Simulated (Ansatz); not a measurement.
C:
```cif
data_C34
_chemical_formula_sum 'C34'
_space_group_name_H-M_alt 'P 1'
_space_group_IT_number 1
_cell_length_a 6.79632
_cell_length_b 6.79632
_cell_length_c 6.79632
_cell_angle_alpha 60.000
_cell_angle_beta 60.000
_cell_angle_gamma 60.000
loop_
_space_group_symop_operation_xyz
  'x, y, z'
loop_
_atom_site_label
_atom_site_type_symbol
_atom_site_fract_x
_atom_site_fract_y
_atom_site_fract_z
_atom_site_occupancy
C1 C 0.25000 0.25000 0.25000 1
C2 C 0.00000 0.00000 0.00000 1
C3 C 0.34146 0.34146 0.34146 1
C4 C 0.90854 0.90854 0.90854 1
C5 C 0.34146 0.34146 0.97563 1
C6 C 0.90854 0.27437 0.90854 1
C7 C 0.97563 0.34146 0.34146 1
C8 C 0.90854 0.90854 0.27437 1
C9 C 0.34146 0.97563 0.34146 1
C10 C 0.27437 0.90854 0.90854 1
C11 C 0.12116 0.88860 0.49512 1
C12 C 0.49512 0.12116 0.88860 1
C13 C 0.88860 0.49512 0.12116 1
C14 C 0.36140 0.12884 0.75488 1
C15 C 0.12884 0.75488 0.36140 1
C16 C 0.75488 0.36140 0.12884 1
C17 C 0.49512 0.49512 0.12116 1
C18 C 0.88860 0.49512 0.49512 1
C19 C 0.12116 0.49512 0.88860 1
C20 C 0.12884 0.36140 0.75488 1
C21 C 0.75488 0.12884 0.75488 1
C22 C 0.36140 0.75488 0.75488 1
C23 C 0.88860 0.12116 0.49512 1
C24 C 0.12116 0.49512 0.49512 1
C25 C 0.49512 0.88860 0.49512 1
C26 C 0.75488 0.75488 0.12884 1
C27 C 0.75488 0.36140 0.75488 1
C28 C 0.75488 0.12884 0.36140 1
C29 C 0.49512 0.49512 0.88860 1
C30 C 0.49512 0.88860 0.12116 1
C31 C 0.49512 0.12116 0.49512 1
C32 C 0.75488 0.75488 0.36140 1
C33 C 0.36140 0.75488 0.12884 1
C34 C 0.12884 0.75488 0.75488 1
```

Relaxed with r²SCAN. 

**Question.** HSE06 on this cell (Ansatz, a first-principles code, PAW) gives a gap of 4.98 eV. What does r²SCAN give?

**Answer.** 3.96 eV.

Cost on shared cores: the r²SCAN run (SCF on a 5×5×5 mesh, then bands and DOS) around 6 core-minutes (rough), the HSE06 run (SCF on 3×3×3, then a few points) roughly 12 core-minutes; the tasks are unlike.

Space group Fd-3m. The start of the workflow was typed in or built on a structure type. Its sites differ from those of the usual phase in this space group: another stacking or structure type. The cell was relaxed with r²SCAN under the symmetry of its start; whether a distortion lowers the energy is not shown.

Potentials: the later of the program's two PAW sets.

Ansatz is a plane-wave DFT program.
